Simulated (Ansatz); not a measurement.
Theory: Ansatz, DFT PBE, scalar-relativistic, plane waves, PAW. Cutoff 420 eV, Γ-centred meshes of about 0.25 Å⁻¹ or finer for metals and 0.3 Å⁻¹ for insulators (2π included), Gaussian smearing. Collinear spin where magnetic atoms keep a moment.

These are static total energies at zero pressure.

Two forms of Ti3Al3Cu2 were relaxed alike.

A. (no moments) Space group P6_3/mcm (No. 193), hexagonal, a = 7.519 Å, c = 4.981 Å. Ti is surrounded by 5 Al at 2.69–2.90 Å, 6 Ti at 2.82–2.97 Å and 4 Cu at 3.29 Å; Al is surrounded by 4 Cu at 2.59 Å, 5 Ti at 2.69–2.90 Å and 2 Al at 2.81 Å; Cu has 2 Cu at 2.49 Å, 6 Al at 2.59 Å and 6 Ti at 3.29 Å.

B. (ferromagnetic moments up to 0.2 μB) Space group Pmmm (No. 47), orthorhombic, a = 3.797 Å, b = 3.989 Å, c = 7.960 Å. Around Ti on its first site lie 4 Ti at 2.75 Å, 4 Cu at 2.77 Å and 4 Al at 2.83 Å; around Ti on its second site lie 8 Al at 2.73–2.75 Å and 4 Cu at 2.79 Å; around Ti on its third site lie 4 Ti at 2.75 Å, 4 Al at 2.77 Å and 4 Cu at 2.84 Å; Al on a site of symmetry mm2 has 6 Ti at 2.73–2.83 Å, 4 Cu at 2.75 Å and 2 Al at 2.80 Å; Cu is surrounded by 6 Al at 2.73–2.75 Å and 6 Ti at 2.77–2.84 Å; 1 more site not described.

Task: Which would you expect to be lower, and how large is the difference?

Result: They are level within the accuracy (5 meV/atom apart, with A the lower in these runs). A has space group P6_3/mcm (No. 193), 15.2 Å³/atom and no gap on its mesh; B has space group Pmmm (No. 47), 15.1 Å³/atom and no gap. Counting all near atoms (those within 1.25 times the shortest distance at each site; a plus sign parts nearer from farther groups), A has Ti 11+4, Al 11, Cu 8 and B has Ti 12, Al 12, Cu 12. Their magnetic states differ too. Both come from trial cells of a structure search, whose lowest cell (P4/mmm, 15.0 Å³/atom) lies 43 meV/atom below the lower of the two.

The k mesh leaves some 4 meV/atom of noise in the energy of each metallic cell. A magnetic state wasn't ruled out in cells without spin, among them P6_3/mcm. Another magnetic order may lie lower. Cells relaxed within their symmetry can be saddle points. Some structure types and database cells were kept out of the candidates from the start, so a known form may be missing.
